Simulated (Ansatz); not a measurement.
In5Bi3:
```
In5Bi3
1.0
   -4.14606     4.14606     6.50859
    4.14606    -4.14606     6.50859
    4.14606     4.14606    -6.50859
In Bi
10 6
Direct
  0.50000   0.50000   0.00000
  0.00000   0.00000   0.00000
  0.31406   0.81406   0.79398
  0.68594   0.18594   0.20602
  0.81406   0.02007   0.50000
  0.18594   0.97993   0.50000
  0.02007   0.52007   0.20602
  0.97993   0.47993   0.79398
  0.52007   0.31406   0.50000
  0.47993   0.68594   0.50000
  0.75000   0.75000   0.00000
  0.25000   0.25000   0.00000
  0.35131   0.85131   0.20263
  0.64869   0.14869   0.79737
  0.85131   0.64869   0.50000
  0.14869   0.35131   0.50000
```

Relaxed with PBEsol. Special points in fractions of this cell's reciprocal vectors: Γ (0.000, 0.000, 0.000); X (0.000, 0.000, 0.500); P (0.250, 0.250, 0.250); N (0.000, 0.500, 0.000); M (0.500, 0.500, -0.500); S (0.351, 0.649, -0.351); S0 (-0.351, 0.351, 0.351); R (-0.203, 0.203, 0.500); G (0.500, 0.500, -0.203).

Q: List the band energies nearest the Fermi level at these points for PBEsol with spin–orbit coupling (plane waves, PAW; program Ansatz).

A: In eV from the Fermi level; about four levels below and three above (degenerate sets whole), none deeper than 8.9 eV; points with the same levels are listed once.

```
k                    below                above
-  -----------------------  -------------------
Γ  -0.65 -0.65 -0.26 -0.26  0.31 0.31 0.32 0.32
X  -0.33 -0.33 -0.02 -0.02  0.13 0.13 0.40 0.40
P  -0.11 -0.11 -0.11 -0.11  0.48 0.48 0.48 0.48
N  -0.03 -0.03 -0.03 -0.03  0.43 0.43 0.43 0.43
M  -0.32 -0.32 -0.07 -0.07  0.37 0.37 0.58 0.58
S  -0.43 -0.43 -0.02 -0.02  0.22 0.22 0.63 0.63
R  -0.53 -0.53 -0.04 -0.04  0.24 0.24 0.74 0.74
```

Space group I4/mcm. The first step of the workflow began from a Materials Project structure, measured or hypothetical; the Crystallography Open Database files this formula in space group No. 140, but the cells were not matched. Whether it is the stable phase at ambient conditions was not checked. The PBEsol relaxation kept the symmetry of its start; whether a distortion lowers the energy is not shown.

Potentials: the later of the program's two PAW sets.
